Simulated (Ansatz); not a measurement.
Given:

W2C:
```cif
data_CW2
_chemical_formula_sum 'C1 W2'
_space_group_name_H-M_alt 'P 1'
_space_group_IT_number 1
_cell_length_a 3.03446
_cell_length_b 3.03446
_cell_length_c 4.64353
_cell_angle_alpha 90.000
_cell_angle_beta 90.000
_cell_angle_gamma 120.000
loop_
_space_group_symop_operation_xyz
  'x, y, z'
loop_
_atom_site_label
_atom_site_type_symbol
_atom_site_fract_x
_atom_site_fract_y
_atom_site_fract_z
_atom_site_occupancy
C1 C 0.00000 0.00000 0.00000 1
W1 W 0.33333 0.66667 0.25380 1
W2 W 0.66667 0.33333 0.74620 1
```

This is the PBEsol-relaxed structure.

Question: All from plane-wave PAW PBEsol (Ansatz code), unless another level is named. Give the electronic character.

Answer: metallic (no gap).

Question: Next, the formation energy from the elements (no fitted shifts)?

Answer: -2.2 kJ/mol of atoms.

Question: And the density of states at the Fermi level?

Answer: 0.44 states/eV per atom (mean over ±0.08 eV).

Question: And the gap with spin–orbit coupling?

Answer: none (metallic).

Space group P-3m1. The cell was relaxed with PBEsol under the symmetry of its start. The run is not spin-polarised. The references are the lowest solids computed at this level, not always the standard phases. Scalar-relativistic: spin–orbit coupling is off unless named, which matters more the heavier the elements.

Potentials: the later of the program's two PAW sets.
